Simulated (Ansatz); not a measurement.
## Single point on CBr2

Cell: CBr2 placed on the sites of the CdI2 structure (a generated, not necessarily known, phase), then sheared and rattled, expanded.

PBE, all-electron LAPW in Ansatz, scalar relativity, no spin–orbit coupling, Dirac core shells, point nucleus. k-points 3×3×1 Γ-centred, Fermi–Dirac smearing of 0.15 eV. The mesh is coarse, so the numbers hold for this sampling and aren't converged over the zone. For a metal, stress, forces and moments on so few k-points can be far from the converged ones. Spin-restricted. Holes or spare electrons on the non-metal atoms can carry spin, which this run forbids. Labels count atoms in the order given.

```
C Br
1.0
     3.69160    0.10955   -0.03233
    -1.75093    3.00678    0.01165
    -0.05279   -0.00852    6.13721
C Br
1 2
Direct
  0.31391 0.11900 0.62179
  0.72635 0.80474 0.87864
  0.88887 0.31803 0.37231
```

Problem. What forces and pressure does this calculation give?

Solution. 
Forces (eV/Å): C1 (-0.326, 0.630, 0.100); Br2 (-0.272, -0.950, -1.118); Br3 (0.598, 0.320, 1.017).

Stress tensor (GPa, compression positive):
```
-4.78 -2.66 -3.15
-2.66 -0.60 -3.35
-3.15 -3.35 -6.70
```

| Property | Result |
| --- | --- |
| Pressure | -4.03 GPa |
| Largest force | 1.492 eV/Å |
